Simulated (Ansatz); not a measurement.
**SrLi2SnS4: levels and charges under dearer methods**

A database entry relaxed whole under r2SCAN at zero pressure (I-42m, No. 121):

```
Li Sr Sn S
1.0
    -3.34778    3.34778    4.00030
     3.34778   -3.34778    4.00030
     3.34778    3.34778   -4.00030
Li Sr Sn S
2 1 1 4
Cartesian
  3.3478 0.0000 2.0002
  0.0000 3.3478 2.0002
  0.0000 0.0000 4.0003
  0.0000 0.0000 0.0000
  1.3879 1.3879 -1.3714
  -1.9599 1.9599 5.3717
  1.9599 1.9599 2.6289
  1.9599 -1.9599 5.3717
```

Its volume is 22.42 Å³ an atom, +2.2 % against the entry's 21.94, a measured cell (2019, 296 K).

Single points on this cell with plane-wave PAW DFT (Ansatz 0.2.0; r2SCAN 500 eV, hybrids 420 eV; fermi-dirac occupations of width 0.020 eV; no moments): r2SCAN on a 6×6×6 Γ-centred mesh; r2SCAN with spin-orbit coupling on a 4×4×4 Γ-centred mesh; HSE06 on a 4×4×4 Γ-centred mesh; PBE0 on a 4×4×4 Γ-centred mesh.

Question: What does each level give for gap and charges?

Answer: The runs give:

```json
{"level": "r2SCAN", "gap (eV), or kind": "2.98", "pressure (GPa)": "0.0", "Bader charge of Li (e)": "+0.89", "Bader charge of Sr (e)": "+1.59", "Bader charge of Sn (e)": "+1.61", "Bader charge of S (e)": "-1.25"}
{"level": "r2SCAN with spin-orbit coupling", "gap (eV), or kind": "2.99", "pressure (GPa)": "0.0", "Bader charge of Li (e)": "+0.89", "Bader charge of Sr (e)": "+1.59", "Bader charge of Sn (e)": "+1.61", "Bader charge of S (e)": "-1.24"}
{"level": "HSE06", "gap (eV), or kind": "3.64", "pressure (GPa)": "-0.4", "Bader charge of Li (e)": "+0.89", "Bader charge of Sr (e)": "+1.59", "Bader charge of Sn (e)": "+1.61", "Bader charge of S (e)": "-1.24"}
{"level": "PBE0", "gap (eV), or kind": "4.33", "pressure (GPa)": "-0.5", "Bader charge of Li (e)": "+0.89", "Bader charge of Sr (e)": "+1.59", "Bader charge of Sn (e)": "+1.62", "Bader charge of S (e)": "-1.24"}
```

Under r2SCAN the gap is 2.98 eV, over mesh and band path. HSE06 moves it by +0.65 eV and PBE0 by +1.35 eV; PBE0 keeps its exact exchange at long range, which widens the gap over HSE06's by 0.70 eV on their common mesh. Spin-orbit coupling moves the r2SCAN gap by +0.01 eV.

Caveats: the relaxation kept the start's symmetry; HSE06 is read on its mesh and at the zone's corners, PBE0 on its mesh alone; hybrid pressures are good to a few tenths of a GPa; pressure is positive in compression.
